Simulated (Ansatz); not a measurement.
# Ir (Fm-3m), stationary points along a deformation path

Level of theory: DFT r2SCAN, scalar-relativistic, plane waves, PAW in Ansatz. Cutoff 500 eV, Γ-centred 24×24×24 k-points, Gaussian smearing of 0.15 eV. Spin–orbit coupling is left out, which can shift energies with elements as heavy as these. No spin polarisation. Energies are free energies at this smearing, counted from the undisturbed cell; pressure is positive in compression.

Reference structure (as given, not relaxed at this level; it stands at 1.5 GPa):

```yaml
crystal:
  lattice:
    - [0.00000, 1.91970, 1.91970]
    - [1.91970, 0.00000, 1.91970]
    - [1.91970, 1.91970, 0.00000]
  atoms:
    - { symbol: Ir, position: [0.00000, 0.00000, 0.00000] }
```

At fixed volume and fractional coordinates, lengths along (0.000, 0.000, 1.000) are scaled against those across it; ρ is that ratio over its starting value. V = 14.149 Å³/atom. Δσ is the stress along the axis less the mean stress across it (compression positive).

```csv
ρ,ΔE (meV/atom),Δσ (GPa),space group
0.650,580.8,-40.03,I4/mmm
0.707,711.3,-0.14,Im-3m
0.780,529.0,50.41,I4/mmm
0.850,264.6,49.08,I4/mmm
0.920,76.2,29.84,I4/mmm
0.960,18.9,15.52,I4/mmm
1.000,0.0,0.00,Fm-3m
1.050,28.0,-19.63,I4/mmm
1.100,106.9,-37.77,I4/mmm
1.200,374.3,-64.51,I4/mmm
1.300,720.7,-81.94,I4/mmm
1.414,1172.5,-100.73,I4/mmm
1.500,1546.0,-114.04,I4/mmm
```

How does the stress give the slope of the energy, and where is the energy stationary?

Along the path d ln(length) is 2/3 d ln ρ on the axis and −1/3 d ln ρ across it, so dE/d ln ρ = −(2/3) V Δσ: the energy falls with ρ where Δσ is positive. Δσ vanishes or changes sign at ρ = 0.707 (Im-3m), a maximum at 711.3 meV/atom; at ρ = 1.000 (Fm-3m), a minimum at 0.0 meV/atom. Pairs of stationary points between two samples would go unseen, and could change a minimum read from distant neighbours into a maximum. At ρ = 0.707, 1.000 the cell is cubic, where symmetry alone makes the stress isotropic and the slope zero.

Which shear constant sets the curvature at ρ = 1?

For a cubic crystal E/V = (2/3) C (ln ρ)² with C = C′ = (C11 − C12)/2, so Δσ = −2C ln ρ. The parabola of Δσ against ln ρ through ρ = 0.960, 1 and 1.050 gives C ≈ 195 GPa with the ions clamped, rough because the steps are large. It is the stress–strain coefficient at this cell's pressure of 1.5 GPa, not the zero-pressure constant.

Integrate that slope from ρ = 1 to 0.850 by the trapezoid rule.

With V/N in Å³ and 1 eV/Å³ = 160.2 GPa the slopes at ρ = 1.000, 0.960, 0.920, 0.850 are 0, -914, -1757, -2889 meV/atom per unit of ln ρ. The steps add 18.6 + 56.8 + 183.8 = 259.3 meV/atom, against 264.6 from the energies; the trapezoid rule misses the curvature of the slope within each step.

In a metal these slopes depend on the k mesh and the smearing.

Cost: 13 runs of about 3.7 core-minutes in all, on AMD EPYC 7R43 (Zen 3) (shared hosts).